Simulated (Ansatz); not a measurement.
Sensitivity of the gradients in Si with Fe replacing Si to the input

This input was run with Ansatz:

```yaml
crystal:
  lattice:
    - [0.0, 8.14068, 8.14068]
    - [8.14068, 0.0, 8.14068]
    - [8.14068, 8.14068, 0.0]
  atoms:
    - { symbol: Fe, position: [0.25, 0.25, 0.25], spin: 5.0 }
    - { symbol: Si, position: [0.25, 0.25, 0.5833333333] }
    - { symbol: Si, position: [0.25, 0.25, 0.9166666667] }
    - { symbol: Si, position: [0.25, 0.5833333333, 0.25] }
    - { symbol: Si, position: [0.25, 0.5833333333, 0.5833333333] }
    - { symbol: Si, position: [0.25, 0.5833333333, 0.9166666667] }
    - { symbol: Si, position: [0.25, 0.9166666667, 0.25] }
    - { symbol: Si, position: [0.25, 0.9166666667, 0.5833333333] }
    - { symbol: Si, position: [0.25, 0.9166666667, 0.9166666667] }
    - { symbol: Si, position: [0.5833333333, 0.25, 0.25] }
    - { symbol: Si, position: [0.5833333333, 0.25, 0.5833333333] }
    - { symbol: Si, position: [0.5833333333, 0.25, 0.9166666667] }
    - { symbol: Si, position: [0.5833333333, 0.5833333333, 0.25] }
    - { symbol: Si, position: [0.5833333333, 0.5833333333, 0.5833333333] }
    - { symbol: Si, position: [0.5833333333, 0.5833333333, 0.9166666667] }
    - { symbol: Si, position: [0.5833333333, 0.9166666667, 0.25] }
    - { symbol: Si, position: [0.5833333333, 0.9166666667, 0.5833333333] }
    - { symbol: Si, position: [0.5833333333, 0.9166666667, 0.9166666667] }
    - { symbol: Si, position: [0.9166666667, 0.25, 0.25] }
    - { symbol: Si, position: [0.9166666667, 0.25, 0.5833333333] }
    - { symbol: Si, position: [0.9166666667, 0.25, 0.9166666667] }
    - { symbol: Si, position: [0.9166666667, 0.5833333333, 0.25] }
    - { symbol: Si, position: [0.9166666667, 0.5833333333, 0.5833333333] }
    - { symbol: Si, position: [0.9166666667, 0.5833333333, 0.9166666667] }
    - { symbol: Si, position: [0.9166666667, 0.9166666667, 0.25] }
    - { symbol: Si, position: [0.9166666667, 0.9166666667, 0.5833333333] }
    - { symbol: Si, position: [0.9166666667, 0.9166666667, 0.9166666667] }
    - { symbol: Si, position: [0.1666666667, 0.1666666667, 0.1666666667] }
    - { symbol: Si, position: [0.1666666667, 0.1666666667, 0.5] }
    - { symbol: Si, position: [0.1666666667, 0.1666666667, 0.8333333333] }
    - { symbol: Si, position: [0.1666666667, 0.5, 0.1666666667] }
    - { symbol: Si, position: [0.1666666667, 0.5, 0.5] }
    - { symbol: Si, position: [0.1666666667, 0.5, 0.8333333333] }
    - { symbol: Si, position: [0.1666666667, 0.8333333333, 0.1666666667] }
    - { symbol: Si, position: [0.1666666667, 0.8333333333, 0.5] }
    - { symbol: Si, position: [0.1666666667, 0.8333333333, 0.8333333333] }
    - { symbol: Si, position: [0.5, 0.1666666667, 0.1666666667] }
    - { symbol: Si, position: [0.5, 0.1666666667, 0.5] }
    - { symbol: Si, position: [0.5, 0.1666666667, 0.8333333333] }
    - { symbol: Si, position: [0.5, 0.5, 0.1666666667] }
    - { symbol: Si, position: [0.5, 0.5, 0.5] }
    - { symbol: Si, position: [0.5, 0.5, 0.8333333333] }
    - { symbol: Si, position: [0.5, 0.8333333333, 0.1666666667] }
    - { symbol: Si, position: [0.5, 0.8333333333, 0.5] }
    - { symbol: Si, position: [0.5, 0.8333333333, 0.8333333333] }
    - { symbol: Si, position: [0.8333333333, 0.1666666667, 0.1666666667] }
    - { symbol: Si, position: [0.8333333333, 0.1666666667, 0.5] }
    - { symbol: Si, position: [0.8333333333, 0.1666666667, 0.8333333333] }
    - { symbol: Si, position: [0.8333333333, 0.5, 0.1666666667] }
    - { symbol: Si, position: [0.8333333333, 0.5, 0.5] }
    - { symbol: Si, position: [0.8333333333, 0.5, 0.8333333333] }
    - { symbol: Si, position: [0.8333333333, 0.8333333333, 0.1666666667] }
    - { symbol: Si, position: [0.8333333333, 0.8333333333, 0.5] }
    - { symbol: Si, position: [0.8333333333, 0.8333333333, 0.8333333333] }
magnetization:
  spin_polarized: true
total_charge: -1
kpoints:
  mp_grid: { grid: [2, 2, 2] }
scf:
  occupations: { method: fermi_dirac, width: 0.01 }
hamiltonian:
  xc: pbe
  pseudopotentials: { kind: paw }
output:
  forces: true
  stress: true
  populations: true
  efg: { quadrupole_moments_barn: { Fe: 0.16 }, contact_densities: true }
basis:
  ecutwfc: "400 eV"
```

The quadrupole moment typed for Fe is that of the 14.4 keV Mössbauer state of ⁵⁷Fe; the ground state has I = 1/2 and no quadrupole moment.

It converged. Of its output the block on the nuclei alone is shown, without the SCF iterations, energies, forces and stress (one atom of each set):

```
--- PAW observables at the nuclei: V_zz in 10²¹ V/m², potentials from the cell's mean, atoms counted from 1 ---
  atom   1  Fe V_zz =    -0.000000   η = 0.0000   by run symmetry: forbidden   C_q = -0.0000 MHz
            electrostatic potential = -3202.448897 V   contact ρ = 100577.982095 e/Å³   contact ρ_s (e/Å³): all electrons -0.466406, valence +2.187743
  atom   2  Si V_zz =    -0.417716   η = 0.7488   by run symmetry: allowed
            electrostatic potential = -1358.607774 V   contact ρ = 12810.990354 e/Å³   contact ρ_s (e/Å³): all electrons +0.048210, valence +0.047139
  atom   5  Si V_zz =    +0.105114   η = 0.0000   by run symmetry: allowed
            electrostatic potential = -1358.503310 V   contact ρ = 12810.540696 e/Å³   contact ρ_s (e/Å³): all electrons +0.020874, valence +0.020473
  atom   9  Si V_zz =    +0.124236   η = 0.0000   by run symmetry: allowed
            electrostatic potential = -1358.506629 V   contact ρ = 12810.543180 e/Å³   contact ρ_s (e/Å³): all electrons -0.011098, valence -0.011089
  atom  15  Si V_zz =    -0.079908   η = 0.9791   by run symmetry: allowed
            electrostatic potential = -1358.483639 V   contact ρ = 12810.529017 e/Å³   contact ρ_s (e/Å³): all electrons +0.008730, valence +0.008557
  atom  28  Si V_zz =    -1.324061   η = 0.0000   by run symmetry: allowed
            electrostatic potential = -1358.903395 V   contact ρ = 12811.894734 e/Å³   contact ρ_s (e/Å³): all electrons -0.345668, valence -0.344308
  atom  30  Si V_zz =    -0.319691   η = 0.7351   by run symmetry: allowed
            electrostatic potential = -1358.546354 V   contact ρ = 12810.997398 e/Å³   contact ρ_s (e/Å³): all electrons +0.143330, valence +0.141055
  atom  32  Si V_zz =    +0.165387   η = 0.1615   by run symmetry: allowed
            electrostatic potential = -1358.539437 V   contact ρ = 12810.571231 e/Å³   contact ρ_s (e/Å³): all electrons -0.024454, valence -0.024337
  atom  41  Si V_zz =    -0.000000   η = 0.0000   by run symmetry: forbidden
            electrostatic potential = -1358.483616 V   contact ρ = 12810.558923 e/Å³   contact ρ_s (e/Å³): all electrons -0.010203, valence -0.010193
  atom  45  Si V_zz =    -0.001648   η = 0.0000   by run symmetry: allowed
            electrostatic potential = -1358.476584 V   contact ρ = 12810.569756 e/Å³   contact ρ_s (e/Å³): all electrons -0.006547, valence -0.006600
```

Task: Can these gradients be trusted, and how do they compare with a run on standard settings?

Result: They agree with the standard run. Against the standard input the change is `basis.ecutwfc`: not typed → 400 eV. A site carries the number of its first atom; V_zz in 10²¹ V/m².

```json
{"site": "Fe", "atom": "1", "V_zz standard": "0.00", "η standard": "–", "V_zz here": "0.00", "η here": "–"}
{"site": "Si2", "atom": "2", "V_zz standard": "-0.42", "η standard": "0.75", "V_zz here": "-0.42", "η here": "0.75"}
{"site": "Si5", "atom": "5", "V_zz standard": "0.11", "η standard": "0.00", "V_zz here": "0.11", "η here": "0.00"}
{"site": "Si9", "atom": "9", "V_zz standard": "0.12", "η standard": "0.00", "V_zz here": "0.12", "η here": "0.00"}
{"site": "Si15", "atom": "15", "V_zz standard": "0.081", "η standard": "0.94", "V_zz here": "-0.080", "η here": "0.98"}
{"site": "Si28", "atom": "28", "V_zz standard": "-1.33", "η standard": "0.00", "V_zz here": "-1.32", "η here": "0.00"}
{"site": "Si30", "atom": "30", "V_zz standard": "-0.32", "η standard": "0.74", "V_zz here": "-0.32", "η here": "0.74"}
{"site": "Si32", "atom": "32", "V_zz standard": "0.17", "η standard": "0.14", "V_zz here": "0.17", "η here": "0.16"}
```

No V_zz moves by more than 0.01. On Si15 the largest principal value lies along another axis in the second run, so the two V_zz can't be compared directly. Other sites with |V_zz| of 0.02 or less aren't listed. SCF iterations: 13 and 14. New warnings: cutoff below recommended. In the changed run the cutoff of 400 eV lies below the one recommended for these PAW files, yet the gradients stay close to the reference.

On the reference run: The defect repeats with the cell of 54 atoms, so it feels its images: sites between two images don't show the values beside a lone defect, and zeros or small values of η there can come from the images' arrangement. A uniform background compensates the cell's charge. The defect cell has no gap above 0.1 eV on its mesh, so the values can hang on the smearing and the k-mesh. The run lost most of its start moments on Fe; a state with other moments may lie lower. The neighbours have not yet relaxed around the defect (largest force 1.1 eV/Å), so a real crystal will differ.
